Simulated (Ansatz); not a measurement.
Consider the following.

CuCl:
```xyz
8
Lattice="7.4883 0.0000 0.0000 0.0000 3.8391 0.0000 0.0000 0.0000 5.9254" Properties=species:S:1:pos:R:3 pbc="T T T"
Cu     0.9396     0.9598     0.1290
Cu     2.8046     2.8794     3.0917
Cu     6.5487     2.8794     5.7964
Cu     4.6838     0.9598     2.8337
Cl     6.3713     0.9598     4.5429
Cl     4.8612     2.8794     1.5802
Cl     1.1170     2.8794     1.3825
Cl     2.6272     0.9598     4.3452
```

This is the PBE-relaxed structure.

All from PBE in the plane-wave PAW code Ansatz, unless another level is named. Give the formation energy from the elements (no fitted shifts).

-0.35 eV/atom.

Predict the band gap.

0.64 eV (direct).

And the hole effective mass?

0.47, 3.3, 12 mₑ (principal values).

What about the weight of the conduction-edge state by species (Voronoi cells)?

Cu 62 %, Cl 38 %.

Give the weight of the valence-edge state by species (Voronoi cells).

Cu 74 %, Cl 26 %.

Space group Pnma. The start of the workflow was typed in or built on a structure type; neither database checked (COD, Materials Project) lists it. It is not the phase usual at ambient conditions (space group No. 216). Symmetry was held in the PBE relaxation; whether a distortion lowers the energy is not shown. The workflow began spin-polarised and lost its moments. The volume moved by 24 % from the start of the relaxation. The references are the lowest solids computed at this level, not always the standard phases (solids in place of the gases).

Potentials: the later of the program's two PAW sets.
